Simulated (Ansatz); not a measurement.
An Ansatz (a quantum-chemistry and plane-wave program) run. Input:

Ansatz 0.2 input:
```yaml
crystal:
  lattice:
    - [0.0, 2.1303743644, 2.1303743644]
    - [2.1303743644, 0.0, 2.1303743644]
    - [2.1303743644, 2.1303743644, 0.0]
  atoms:
    - { symbol: C, position: [0.0, 0.0, 0.0] }
    - { symbol: Ti, position: [0.5, 0.5, 0.5] }
kpoints:
  mp_grid: { grid: [35, 35, 35] }
hamiltonian:
  xc: lda
  pseudopotentials: { kind: paw }
scf:
  occupations: { method: fermi_dirac, width: 0.1 }
elastic: { mode: relaxed_ion, stencil: two_point, amplitude: 0.005, f_tol: 0.0005 }
```

Output (shortened):

```
Pseudopotential: C, paw, valence charge 4
Pseudopotential: Ti, paw, valence charge 12
Functional definition: SPW92
Crystal: 2 atoms, lattice volume = 19.337 Å³
Basis set: ecut = 420 eV, 339 PW (Γ)
Bands: 12, of which v1, the nominal top of the filled ones, is band 8 counted from 1 (7 counted from 0)
Symmetry: 48 space group operations
Space group: Fm-3m (ITA 225), of the structure as read, at distance tolerance 2.7e-5 Å
k-points: 1140 of 42875
SCF iter   1: F=—  HF=-2695.186664 eV  |F-HF|=—  |Δ(HF+E_count)|=         —  Δρ=1.03e-2  dr2=2.47e-2  ethr=1.77e-3  ⟨swp⟩=4.4  Hψ=68808  notcnv=0
preconditioner: auto → none
SCF iter   2: F=—  HF=-2695.184105 eV  |F-HF|=—  |Δ(HF+E_count)|=   2.56e-3  Δρ=7.50e-3  dr2=1.40e-2  ethr=1.54e-4  ⟨swp⟩=1.0  Hψ=22800  notcnv=0
SCF iter   3: F=—  HF=-2695.181507 eV  |F-HF|=—  |Δ(HF+E_count)|=   2.60e-3  Δρ=7.74e-4  dr2=5.66e-5  ethr=8.76e-5  ⟨swp⟩=2.1  Hψ=15699  notcnv=0
SCF iter   4: F=—  HF=-2695.181465 eV  |F-HF|=—  |Δ(HF+E_count)|=   4.17e-5  Δρ=1.73e-4  dr2=1.21e-6  ethr=3.54e-7  ⟨swp⟩=2.0  Hψ=22850  notcnv=0
SCF iter   5: F=—  HF=-2695.181465 eV  |F-HF|=—  |Δ(HF+E_count)|=   1.89e-7  Δρ=1.67e-5  dr2=1.52e-8  ethr=7.59e-9  ⟨swp⟩=2.4  Hψ=22089  notcnv=0
SCF iter   6: F=—  HF=-2695.181465 eV  |F-HF|=—  |Δ(HF+E_count)|=  9.09e-11  Δρ=6.83e-7  dr2=1.82e-11  ethr=9.49e-11  ⟨swp⟩=2.0  Hψ=15288  notcnv=0
SCF iter   7: F=—  HF=-2695.181465 eV  |F-HF|=—  |Δ(HF+E_count)|=  2.09e-11  Δρ=4.93e-8  dr2=3.98e-13  ethr=1.14e-13 (applied; sched 1.00e-12)  ⟨swp⟩=2.0  Hψ=22232  notcnv=0
SCF iter   8: F=-2695.181465 eV  HF=-2695.181465 eV  |F-HF|=0.00e0  |Δ(HF+E_count)|=    0.00e0  Δρ=4.29e-9  dr2=2.04e-15  ethr=1.00e-12  ⟨swp⟩=4.0  Hψ=39901  notcnv=0
the search or the solves at the SCF's close seem to have found levels that the self-consistency loop had missed (the run counts 2) …
SCF 1 converged in 8 iterations: F = -2695.181465 eV  dr2 = 2.04e-15
Crystal: 2 atoms, lattice volume = 19.241 Å³
Symmetry: 16 space group operations
k-points: 3078 of 42875
iter 1 solved again at ethr=3.66e-6 eV; its pass at ethr=3.10e-3 eV (dr2=5.85e-4 eV) is discarded
SCF iter   1: F=—  HF=-2695.180706 eV  |F-HF|=—  |Δ(HF+E_count)|=         —  Δρ=1.71e-3  dr2=5.86e-4  ethr=3.66e-6  ⟨swp⟩=2.6  Hψ=245628  notcnv=0
preconditioner: auto → none
SCF iter   2: F=—  HF=-2695.180556 eV  |F-HF|=—  |Δ(HF+E_count)|=   1.51e-4  Δρ=5.65e-4  dr2=6.86e-5  ethr=3.66e-6  ⟨swp⟩=1.9  Hψ=45168  notcnv=0
SCF iter   3: F=—  HF=-2695.180538 eV  |F-HF|=—  |Δ(HF+E_count)|=   1.77e-5  Δρ=5.45e-5  dr2=4.89e-7  ethr=4.29e-7  ⟨swp⟩=2.2  Hψ=44974  notcnv=0
SCF iter   4: F=—  HF=-2695.180537 eV  |F-HF|=—  |Δ(HF+E_count)|=   8.68e-7  Δρ=1.27e-5  dr2=2.08e-8  ethr=3.05e-9  ⟨swp⟩=2.4  Hψ=50808  notcnv=0
SCF iter   5: F=—  HF=-2695.180537 eV  |F-HF|=—  |Δ(HF+E_count)|=  9.98e-10  Δρ=2.01e-6  dr2=2.91e-10  ethr=1.30e-10  ⟨swp⟩=2.4  Hψ=51086  notcnv=0
SCF iter   6: F=—  HF=-2695.180537 eV  |F-HF|=—  |Δ(HF+E_count)|=  8.32e-11  Δρ=1.87e-7  dr2=3.75e-12  ethr=1.82e-12  ⟨swp⟩=2.6  Hψ=58894  notcnv=0
SCF iter   7: F=-2695.180537 eV  HF=-2695.180537 eV  |F-HF|=4.55e-13  |Δ(HF+E_count)|=  1.36e-12  Δρ=1.57e-8  dr2=1.84e-14  ethr=1.00e-12  ⟨swp⟩=4.6  Hψ=120573  notcnv=0
SCF 2 converged in 7 iterations: F = -2695.180537 eV  dr2 = 1.84e-14
Crystal: 2 atoms, lattice volume = 19.434 Å³
Basis set: ecut = 420 eV, 347 PW (Γ)
iter 1 solved again at ethr=1.31e-9 eV; its pass at ethr=3.10e-3 eV (dr2=2.10e-7 eV) is discarded
SCF iter   1: F=—  HF=-2695.180615 eV  |F-HF|=—  |Δ(HF+E_count)|=         —  Δρ=1.78e-4  dr2=2.49e-7  ethr=1.31e-9  ⟨swp⟩=2.0  Hψ=242738  notcnv=0
preconditioner: auto → none
SCF iter   2: F=—  HF=-2695.180617 eV  |F-HF|=—  |Δ(HF+E_count)|=   1.88e-6  Δρ=8.86e-5  dr2=4.44e-8  ethr=1.31e-9  ⟨swp⟩=2.0  Hψ=49127  notcnv=0
SCF iter   3: F=—  HF=-2695.180617 eV  |F-HF|=—  |Δ(HF+E_count)|=   6.25e-7  Δρ=1.05e-5  dr2=6.78e-10  ethr=2.78e-10  ⟨swp⟩=1.4  Hψ=38198  notcnv=0
SCF iter   4: F=—  HF=-2695.180617 eV  |F-HF|=—  |Δ(HF+E_count)|=   8.60e-9  Δρ=1.20e-6  dr2=1.32e-11  ethr=4.24e-12  ⟨swp⟩=3.0  Hψ=62615  notcnv=0
SCF iter   5: F=-2695.180617 eV  HF=-2695.180617 eV  |F-HF|=9.09e-13  |Δ(HF+E_count)|=  1.14e-10  Δρ=2.99e-8  dr2=9.67e-14  ethr=1.00e-12  ⟨swp⟩=3.4  Hψ=139589  notcnv=0
SCF 3 converged in 5 iterations: F = -2695.180617 eV  dr2 = 9.67e-14
Crystal: 2 atoms, lattice volume = 19.337 Å³
Symmetry: 8 space group operations
k-points: 5832 of 42875
iter 1 solved again at ethr=1.22e-7 eV; its pass at ethr=3.10e-3 eV (dr2=1.96e-5 eV) is discarded
SCF iter   1: F=—  HF=-2695.181202 eV  |F-HF|=—  |Δ(HF+E_count)|=         —  Δρ=4.20e-4  dr2=1.84e-5  ethr=1.22e-7  ⟨swp⟩=2.1  Hψ=474209  notcnv=0
preconditioner: auto → none
SCF iter   2: F=—  HF=-2695.181198 eV  |F-HF|=—  |Δ(HF+E_count)|=   4.49e-6  Δρ=1.64e-4  dr2=2.19e-6  ethr=1.15e-7  ⟨swp⟩=1.7  Hψ=85049  notcnv=0
SCF iter   3: F=—  HF=-2695.181196 eV  |F-HF|=—  |Δ(HF+E_count)|=   1.56e-6  Δρ=2.08e-5  dr2=2.32e-8  ethr=1.37e-8  ⟨swp⟩=1.9  Hψ=81998  notcnv=0
SCF iter   4: F=—  HF=-2695.181196 eV  |F-HF|=—  |Δ(HF+E_count)|=   2.72e-8  Δρ=1.61e-6  dr2=1.06e-10  ethr=1.45e-10  ⟨swp⟩=1.3  Hψ=74191  notcnv=0
SCF iter   5: F=—  HF=-2695.181196 eV  |F-HF|=—  |Δ(HF+E_count)|=  3.82e-11  Δρ=1.40e-7  dr2=1.69e-12  ethr=6.65e-13 (applied; sched 1.00e-12)  ⟨swp⟩=2.2  Hψ=97652  notcnv=0
SCF iter   6: F=-2695.181196 eV  HF=-2695.181196 eV  |F-HF|=0.00e0  |Δ(HF+E_count)|=  4.55e-13  Δρ=2.99e-8  dr2=7.70e-14  ethr=1.00e-12  ⟨swp⟩=4.5  Hψ=236277  notcnv=0
SCF 4 converged in 6 iterations: F = -2695.181196 eV  dr2 = 7.70e-14
Crystal: 2 atoms, lattice volume = 19.337 Å³
iter 1 solved again at ethr=5.80e-10 eV; its pass at ethr=3.10e-3 eV (dr2=9.28e-8 eV) is discarded
SCF iter   1: F=—  HF=-2695.181195 eV  |F-HF|=—  |Δ(HF+E_count)|=         —  Δρ=1.01e-4  dr2=7.92e-8  ethr=5.80e-10  ⟨swp⟩=2.0  Hψ=450202  notcnv=0
preconditioner: auto → none
SCF iter   2: F=—  HF=-2695.181196 eV  |F-HF|=—  |Δ(HF+E_count)|=   6.17e-7  Δρ=5.05e-5  dr2=1.54e-8  ethr=4.95e-10  ⟨swp⟩=1.0  Hψ=70020  notcnv=0
SCF iter   3: F=—  HF=-2695.181196 eV  |F-HF|=—  |Δ(HF+E_count)|=   2.06e-7  Δρ=2.70e-6  dr2=1.41e-10  ethr=9.63e-11  ⟨swp⟩=1.0  Hψ=70172  notcnv=0
SCF iter   4: F=—  HF=-2695.181196 eV  |F-HF|=—  |Δ(HF+E_count)|=  5.23e-10  Δρ=2.00e-7  dr2=8.09e-12  ethr=8.84e-13 (applied; sched 1.00e-12)  ⟨swp⟩=2.0  Hψ=82613  notcnv=0
SCF iter   5: F=—  HF=-2695.181196 eV  |F-HF|=—  |Δ(HF+E_count)|=  9.09e-13  Δρ=7.17e-8  dr2=9.28e-13  ethr=5.05e-14 (applied; sched 1.00e-12)  ⟨swp⟩=2.4  Hψ=94905  notcnv=0
SCF iter   6: F=-2695.181196 eV  HF=-2695.181196 eV  |F-HF|=0.00e0  |Δ(HF+E_count)|=  4.55e-13  Δρ=1.28e-8  dr2=3.51e-14  ethr=1.00e-12  ⟨swp⟩=2.6  Hψ=234988  notcnv=0
SCF 5 converged in 6 iterations: F = -2695.181196 eV  dr2 = 3.51e-14
SCF converged after 8 iterations
Free energy (F): -2695.181465 eV
Harris-Foulkes:  -2695.181465 eV  (|F-HF|=0.00e0)
Internal energy: -2695.171494 eV  (E = F + TS)
E sigma→0 (E₀):  -2695.176480 eV
Entropy (-TS):   -0.009971 eV (-4.985 meV/atom)
Fermi energy:    15.231159 eV
--- Per-component energies (eV) ---
  E_band       = -98.701274
  E_kinetic    = 364.959188
  E_local      = -750.535901  (includes V_loc(G=0)·N_el)
  E_nonlocal   = 37.164890
  E_hartree    = 305.805132
  E_xc         = -147.112258
  E_vxc        = -184.549898  (∫ρ·V_xc dr)
  E_paw        = -1089.462224  (= ΣΔE_a)
  E_vpaw       = -177.349918  (= ΣTr[D̂ρ^β])
  E_aug_tail   = 0.000102  (compensation charges beyond the density's cutoff)
  E_ewald      = -1416.379206
  E_core_change = 0.388783  (= ΣΔE_core)
  E_smearing   = -0.009971  (= −TS)
  E_closure    = 0.000000  (closes the sum)
  Σ components = -2695.181465   (vs F -2695.181465, Δ=0.00e0)
  [band-id]    e_kinetic+e_local+e_nonlocal+2·e_hartree+e_vxc+e_vpaw+e_augmentation_tail = -98.701273   (vs E_band -98.701274, Δ=1.19e-6)
--- Forces (eV/Å), atoms counted from 1 ---
  atom   1  C      0.00000000     0.00000000     0.00000000
  atom   2  Ti     0.00000000     0.00000000     0.00000000
  max |Σ_I F_I| component: 0.0 eV/Å
--- Stress (GPa, compression-positive) ---
        0.036712       0.000000       0.000000
        0.000000       0.036712       0.000000
        0.000000       0.000000       0.036712
  P = ⅓ Tr σ = 0.0367 GPa (0.367 kbar)
--- Band table (eV; the first three rows and the last of 1140) ---
  k-point 0: bands = ["-40.5845", "-16.8929", "-16.8929", "-16.8929", "2.7886", "15.8932", "15.8932", "15.8932", "16.9908", "16.9908", "16.9908", "17.0697"]
  k-point 1: bands = ["-40.5837", "-16.8981", "-16.8934", "-16.8934", "2.8086", "15.7827", "15.8732", "15.8732", "16.6048", "16.6048", "17.0576", "17.5042"]
  k-point 2: bands = ["-40.5815", "-16.9135", "-16.8948", "-16.8948", "2.8683", "15.5079", "15.7492", "15.7492", "16.3212", "16.3212", "17.2081", "17.9988"]
  k-point 1139: bands = ["-40.4559", "-17.2757", "-17.2627", "-17.1086", "5.7885", "12.0085", "12.0102", "12.4653", "18.0898", "18.2352", "18.9837", "20.8067"]
--- Elastic constants: 2 strain directions × 2 members + reference (group order 48) ---
  dense FFT box of the reference and of every strained cell: 24×24×24
  strains applied: 11, 23; error gains: componentwise 1.00 (the most a stress slope's error grows in a printed constant), spectral 1.73 (1 for all six strains …
  C = ∂σ_k/∂η_j (tension-positive GPa; Voigt order 11 22 33 23 13 12):
       588.654    129.056    129.056      0.000      0.000      0.000
       129.056    588.654    129.056      0.000      0.000      0.000
       129.056    129.056    588.654      0.000      0.000      0.000
         0.000      0.000      0.000    178.505      0.000      0.000
         0.000      0.000      0.000      0.000    178.505      0.000
         0.000      0.000      0.000      0.000      0.000    178.505
  reference stress σ⁰ (GPa):     -0.037     -0.037     -0.037      0.000      0.000      0.000
  C* (energy form; C + prestress term) asymmetry max|C*_kj − C*_jk| = 1.482e-15 GPa — a small one proves nothing (zero by symmetry where the batch's group is …
  moduli (Voigt/Reuss/Hill, GPa): K = 282.26/282.26/282.26   G = 199.02/196.01/197.51   E = 480.47   ν = 0.216
  mechanically stable: yes (min eigenvalue of sym C = 178.50 GPa)
  where every solve meets its electron count the energy-path curvature estimates C_jj along a normal strain and C_jj − ¼(σ⁰_aa + σ⁰_bb) along a shear (ab), of …
  strain η (Voigt 11):  stress-route row diagonal C_11 = 588.65 GPa, energy-path curvature d²(F+E_count+ΔE)/dδ²/Ω₀ = 588.61 GPa
         δ    σ_11 (GPa)             F (eV)   n_scf  n_hpsi   n_pw
    -5.000e-3      -3.0602       -2695.1805370       7  657033    388   relax 0 steps, max|allowed force component| 0.0 eV/Å
     5.000e-3       2.8264       -2695.1806173       5  572135    390   relax 0 steps, max|allowed force component| 0.0 eV/Å
  strain η (Voigt 23):  stress-route row diagonal C_44 = 178.50 GPa, energy-path curvature d²(F+E_count+ΔE)/dδ²/Ω₀ = 178.56 GPa
         δ    σ_23 (GPa)             F (eV)   n_scf  n_hpsi   n_pw
    -5.000e-3      -0.8925       -2695.1811962       6  1124976    388   relax 0 steps, max|allowed force component| 0.0 eV/Å
     5.000e-3       0.8925       -2695.1811962       6  1078548    388   relax 0 steps, max|allowed force component| 0.0 eV/Å
```

Cost: about 7 core-minutes (a rough figure) on shared cores.

The LDA relaxation kept the symmetry of its start; of distortions, only those at the zone centre were tested. The run is not spin-polarised. As this level gives no gap, shear constants depend on the k-mesh and smearing (Fermi–Dirac, 0.1 eV here).

Potentials: the later of the program's two PAW sets.

Ansatz is a plane-wave DFT program.
